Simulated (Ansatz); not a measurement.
The relaxed structure here is a generated cell of GaPt: the first start was made by a random draw of sites in a space group, and the end was not matched to a known phase here, so it may be hypothetical.

One stationary structure of GaPt. The numbers are results of PBEsol (plane waves to 420 eV, PAW, scalar-relativistic; Ansatz, a quantum-chemistry and plane-wave program), not measurements.

```cif
data_GaPt
_chemical_formula_sum 'Ga1 Pt1'
_space_group_name_H-M_alt 'P 1'
_space_group_IT_number 1
_cell_length_a 2.92416
_cell_length_b 2.92416
_cell_length_c 4.37511
_cell_angle_alpha 109.536
_cell_angle_beta 109.536
_cell_angle_gamma 60.043
loop_
_space_group_symop_operation_xyz
  'x, y, z'
loop_
_atom_site_label
_atom_site_type_symbol
_atom_site_fract_x
_atom_site_fract_y
_atom_site_fract_z
_atom_site_occupancy
Ga1 Ga 0.50000 0.50000 0.00000 1
Pt1 Pt 0.00000 0.00000 0.50000 1
```

Task: Determine the symmetry and give the standard cell with its independent sites.

Result: Space group R-3m, hexagonal axes (No. 166); a = b = 2.9242 Å, c = 12.1070 Å, α = β = 90.00°, γ = 120.00°

```tsv
atom	site	symmetry	x	y	z
Ga	3a	-3m	0.0000	0.0000	0.0000
Pt	3b	-3m	0.0000	0.0000	0.5000
```

This is the AFLOW prototype AB_hR2_166_a_b (L1_1, as in CuPt).

Task: Give the shortest distances between elements (the closest pairs, up to four, under 3.6 Å).

Result: Ga–Pt 2.63 Å; Ga–Ga 2.92 Å; Pt–Pt 2.92 Å.

Volume per atom: 14.95 Å³
Density: 14.71 g/cm³
Band gap: no gap (metallic)

No spin polarisation in the result.

The run could not lose the symmetry of its start, so the end can be a saddle point.
